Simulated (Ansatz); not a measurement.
Input:

ScSi:
Space group Cmcm (No. 63); a = 3.9512 Å, b = 9.8210 Å, c = 3.6358 Å, α = 90.00°, β = 90.00°, γ = 90.00°

```json
[
 {"atom": "Sc", "site": "4c", "symmetry": "m2m", "x": "0.0000", "y": "0.1391", "z": "0.7500"},
 {"atom": "Si", "site": "4c", "symmetry": "m2m", "x": "0.0000", "y": "0.5816", "z": "0.2500"}
]
```
(The calculation used a cell of 4 atoms; values per cell refer to that cell.)

This is the PBEsol-relaxed structure.

Task: All from PBEsol (plane waves, PAW; program Ansatz), unless another level is named. Give the highest zone-centre frequency.

Result: 399 cm^-1.

Task: Give the bulk modulus (Birch–Murnaghan fit).

Result: 108 GPa.

The workflow started from a Materials Project entry (that database holds measured and hypothetical structures alike); the Crystallography Open Database copy checked does not list it. Whether it is the stable phase at ambient conditions was not checked. The PBEsol relaxation kept the symmetry of its start; of distortions, only those at the zone centre were tested. No spin polarisation was allowed. As this level gives no gap, phonon frequencies hold no LO–TO term and depend on the k-mesh and smearing (Fermi–Dirac, 0.1 eV here).

Potentials: the later of the program's two PAW sets.
